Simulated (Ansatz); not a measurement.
CsSnI$_{3}$ in space group Pnma (No. 62; Pearson symbol oP20), plane-wave PAW PBEsol (Ansatz code), all energies at zero smearing, with the estimated change up to a 700 eV cutoff added, with one set of potentials and settings (totals compare only within such a set). Cell of 20 atoms (4 Cs, 12 I, 4 Sn): -135348.652 eV.

```csv
element,reference phase,E (eV/atom)
Cs,"P6_3/mmc, 2 atoms in the cell",-5585.7977
I,"Cmce, 4 atoms in the cell",-7432.2899
Sn,"I4_1/amd, 2 atoms in the cell",-5949.7830
```

Formation energy per atom, worked out: (-135348.652 − 4×(-5585.7977) − 12×(-7432.2899) − 4×(-5949.7830))/20 = -0.943 eV/atom (-91 kJ per mol of atoms), at 0 K, without zero-point energy or fitted corrections.

The cell was relaxed with PBEsol under the symmetry of its start. The references are the lowest solids computed at this level, not always the standard phases. Scalar-relativistic: spin–orbit coupling is off unless named, which matters more the heavier the elements.

Potentials: the later of the program's two PAW sets.
